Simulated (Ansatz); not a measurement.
Starting cell, ZnO (wurtzite):

```
ZnO
1.0
    3.23518     0.00000     0.00000
   -1.61759     2.80175     0.00000
    0.00000     0.00000     5.21141
Zn O
2 2
Direct
  0.66667   0.33333   0.00241
  0.33333   0.66667   0.50241
  0.66667   0.33333   0.62279
  0.33333   0.66667   0.12279
```

In each cell atom 3 (O, nearest neighbour Zn at 1.970 Å; its periodic images, 3.2 Å or more away, move with it) moves by s·(1.000, 0.000, 0.000) (along Cartesian x), the rest being held.

Level of theory: r2SCAN (plane waves to 500 eV, PAW, scalar-relativistic; Ansatz, a program for electronic structure). k mesh 9×9×5 (Γ-centred), Fermi-Dirac smearing 0.05 eV. The energy includes the smearing's −TS. ZnO was relaxed with its symmetry unable to fall. The zero of ΔE is the undisplaced structure.

```csv
s (Å),ΔE (meV/cell)
-0.590,2134
-0.472,withheld
-0.354,618
-0.236,252
-0.118,60
0.000,0
0.118,60
0.236,252
0.354,618
0.472,withheld
0.590,2134
```

### Question
Fit an even polynomial form (powers 2, 4) to the given rows and predict ΔE at s = 0.472.

### Answer
Least squares on the 9 given rows: ΔE = (4247)·s² + (5411)·s⁴, in meV/cell with s in Å; root-mean-square residual 0.7 meV/cell. At 0.472 the fit gives 1215 meV/cell; the calculation gives 1219 meV/cell, so the interpolation is off by -4 (-0.3 %). The quadratic term alone would give 946 meV/cell.

(For displaced atoms, the force is minus the slope of the energy, and its curvature is a force constant, which sets phonon frequencies.)
